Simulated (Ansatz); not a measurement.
Zone-centre modes in Ge

These are results of Ansatz, DFT r2SCAN, scalar-relativistic, plane waves, PAW, not measurements. Cutoff 500 eV, Γ-centred 22×22×12 k-points, Gaussian smearing of 0.15 eV. No spin polarisation.

The undisturbed cell (relaxed at this level; this form isn't the usual structure):

```
Ge
1.0
     0.00000    0.00000   -2.64622
     2.77354    0.00000    0.00000
     0.00000   -5.10098    0.00000
Ge
2
Direct
  0.00000 0.50000 0.00000
  0.00000 0.00000 0.50000
```

Harmonic modes by finite displacements of 0.02 Å, without the LO–TO term. The cell doubles the primitive one, so its zone centre also holds the primitive cell's point q = (1/2, 1/2, 0).

(1) At this geometry, is the structure stable against these modes?

(2) List the wavenumbers in cm⁻¹.

Answers

(1) No: 1 mode is unstable, the strongest at 46i cm⁻¹.

(2) 46i, 0, 0, 0, 73, 110.

Cost: 1 run of about 24 core-minutes, on Arm Neoverse V1 (shared hosts).